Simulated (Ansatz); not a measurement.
La₂TaReN₆ (Fm-3m), relaxed with PBE (Ansatz, a first-principles code, plane waves, PAW): a = 8.0485 Å, b = 8.0485 Å, c = 8.0485 Å, α = 90.00°, β = 90.00°, γ = 90.00°.

| Item | Value |
|---|---|
| ΔH_f (eV/atom) | -0.92 |
| B₀ by P(V) fit (GPa) | 231 |

Q: The same phase is relaxed and computed with r²SCAN in the same code. What are the cell and these values now?

A: a = b = c = 8.0149 Å, α = β = γ = 90.00°.

* **ΔH_f (eV/atom)**: -1.14
* **B₀ by P(V) fit (GPa)**: 248

Typed or built starts, not in the databases checked: La2TaReN6, Fm-3m (La on 8c, Ta on 4b, Re on 4a, N on 24e). Began spin-polarised and lost the moments: La2TaReN6, Fm-3m (La on 8c, Ta on 4b, Re on 4a, N on 24e) with PBE; La2TaReN6, Fm-3m (La on 8c, Ta on 4b, Re on 4a, N on 24e) with r²SCAN. All cells were relaxed under the symmetry of their starts (and spin orders); stability against distortions was not tested throughout. Scalar-relativistic: spin–orbit coupling is off unless named, which matters more the heavier the elements.

Potentials: the later of the program's two PAW sets.

Ansatz is a plane-wave DFT program.

Formation energies count from the lowest solids of the elements computed at the same level, not from gases.
